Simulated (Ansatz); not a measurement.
Co (hcp (Mg type)) was relaxed and computed twice in Ansatz (plane waves, PAW), once with PBE+D3(BJ) and once with PBEsol.

```tsv
	run 1	run 2
cell	a = b = 2.4701 Å, c = 3.9903 Å, α = β = 90.00°, γ = 120.00°	a = 2.4559 Å, b = 2.4559 Å, c = 3.9678 Å, α = 90.00°, β = 90.00°, γ = 120.00°
spin order and moments (μB)	ferromagnetic; net 1.59 per atom; largest site about 1.7	ferromagnetic; net 1.56 per atom; largest site about 1.6
```

Question: Which run used which functional?

Answer: Run 1 is PBE+D3(BJ), run 2 is PBEsol.

Spin orders computed, not proven ground states: Co, hcp (Mg type) with PBE+D3(BJ) ferromagnetic; Co, hcp (Mg type) with PBEsol ferromagnetic. All cells were relaxed under the symmetry of their starts (and spin orders); stability against distortions was not tested throughout.

Potentials: the earlier of the program's two PAW sets.

Ansatz (a first-principles code) is a plane-wave DFT program.
